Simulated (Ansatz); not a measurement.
Method: DFT PBE, scalar-relativistic, plane waves, PAW in Ansatz 0.2.0. All cells share a 420 eV cutoff and Γ-centred k meshes spaced at most about 0.3 Å⁻¹ (about 0.25 or finer for metals, 2π included). No spin polarisation in the final relaxations.

All energies are static (0 K, no zero-point motion).

Two forms of Si5Se were relaxed alike.

A.

```
Si Se
1.0
     0.00000    3.66553    3.66553
     3.66553    0.00000    3.66553
     3.66553    3.66553    0.00000
Si Se
5 1
Direct
  0.75000 0.75000 0.75000
  0.87483 0.37506 0.37506
  0.37506 0.37506 0.37506
  0.37506 0.87483 0.37506
  0.37506 0.37506 0.87483
  0.00000 0.00000 0.00000
```

B.

```
Si Se
1.0
     6.26406    0.00000    0.00000
    -3.13203    5.42484    0.00000
     0.00000    0.00000    4.04003
Si Se
5 1
Direct
  0.27090 0.00000 0.00000
  0.00000 0.27090 0.00000
  0.72910 0.72910 0.00000
  0.33333 0.66667 0.00000
  0.66667 0.33333 0.00000
  0.00000 0.00000 0.50000
```

**Question.** Which form is favoured at zero pressure, and by what margin per atom?

**Answer.** B is lower, by 58 meV/atom. A has space group F-43m (No. 216), 16.4 Å³/atom and no gap on its mesh; B has space group P-62m (No. 189), 22.9 Å³/atom and no gap. Counting Si atoms around Se (those within 1.25 times the shortest such distance or 1.15 times the sum of covalent radii; the shortest distance is added where it is long for a bond), A has Se 16 from 3.0 Å and B has Se 6. B holds Si–Si nets (shortest 2.31 Å); in A the shortest Si–Si distance is 2.59 Å, near bonding range too. The lower one is the more open, so pressure narrows the difference. Even the lower one lies +0.57 eV/atom against the reference forms of the elements (uncorrected), so neither is stable at this level. Both come from invented guesses. A third cell relaxed alike, in P4/mmm, lies 64 meV/atom below the lower of the two.

Cells relaxed within their symmetry can be saddle points.
